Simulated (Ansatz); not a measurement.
MgO:
```
MgO
1.0
    0.00000     2.12685     2.12685
    2.12685     0.00000     2.12685
    2.12685     2.12685     0.00000
O Mg
1 1
Direct
  0.00000   0.00000   0.00000
  0.50000   0.50000   0.50000
```

Relaxed with PBE.

Q: Give the Bader charges and basin volumes of the independent atoms, plane-wave PAW PBE (Ansatz code).

A: 

```csv
atom,Bader charge (e),Bader volume (Å³)
O1,-1.72,14.6
Mg2,+1.72,4.7
```

Space group Fm-3m (rock salt). Symmetry was held in the PBE relaxation.

Potentials: the later of the program's two PAW sets.
